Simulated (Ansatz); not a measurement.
GaP in space group I-4m2 (No. 119; Ga on 2c, P on 2a) at seven volumes, the program Ansatz at the PBEsol level (PAW), shape and atoms relaxed at each. One row is withheld.

```tsv
V (Å³/atom)	P (GPa)
14.563	?
15.043	6.45
15.523	2.96
16.003	0.00
16.483	-2.44
16.963	-4.56
17.444	-6.21
```

### Question
Fit the shown pressures and predict the withheld one.

### Answer
P = (3/2)B₀(x^(7/2) − x^(5/2))[1 + (3/4)(B′ − 4)(x − 1)] with x = (V₀/V)^(2/3). Least squares on the six rows gives V₀ = 16.003 Å³/atom, B₀ = 89.5 GPa, B′ = 4.96. At V = 14.563, x = 1.0649 and P = 10.67 GPa. The run itself gave 10.63 GPa.

The workflow started from a Materials Project entry (that database holds measured and hypothetical structures alike); the Crystallography Open Database copy checked does not list it. It is not the phase usual at ambient conditions (space group No. 216). Symmetry was held in the PBEsol relaxation; whether a distortion lowers the energy is not shown. Spin–orbit coupling is left out wherever it is not named.

Potentials: the later of the program's two PAW sets.
